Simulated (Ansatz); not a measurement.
Compressing FeGe: a fit and a missing row

FeGe, P2_13, a = 4.663 Å. The structure is a COD entry; whether it is the stable form wasn't checked. Ansatz: PBE, PAW, 420 eV, Γ-centred 8×8×8 mesh on 8 atoms, Gaussian smearing 0.10 eV; collinear spin, largest moment 1.2 μB. Shape and atoms are relaxed at each volume; pressure is positive in compression.

| V (Å³/atom) | P (GPa) |
| --- | --- |
| 11.916 | ? |
| 12.296 | 5.32 |
| 12.676 | 0.02 |
| 13.057 | -4.22 |
| 13.437 | -7.57 |

Problem. Take V0 = 12.676 Å³/atom, count pressures from its P0 = 0.02 GPa, fit the third-order Birch–Murnaghan form to the other rows, and predict the missing pressure.

Solution. With the Eulerian strain f = ½[(V0/V)^(2/3) − 1] and y = (P − P0)/[3f(1 + 2f)^(5/2)], the form is the line y = B0 + 1.5 B0 (B0′ − 4) f. Rows (f, y): 0.01025, 163.8; -0.00977, 152.0; -0.01906, 146.3. Means f = -0.006193, y = 154.03; Σ(Δf)² = 0.0004487, ΣΔfΔy = 0.2674; the slope is their ratio. y = 157.7 + 595.8 f GPa, so B0 = 157.7 GPa and B0′ = 4 + 2 × (595.8)/(3 × 157.7) = 6.52. At V = 11.916, f = 0.02104, y = 170.24 and P = 11.93 GPa. The run gave 11.72 GPa, so the fit is 0.21 GPa too high, 1.1 % of the span of the series, against an rms of 0.002 GPa on the fitted rows. The row lies outside the fitted range. The records show no cause, and too few rows are left to test a further term.

Only parallel moments were tried here.

Cost: 5 runs of about 47 core-minutes in all, on Intel Xeon Processor @ 2.50GHz (Skylake/Cascade Lake) (shared hosts).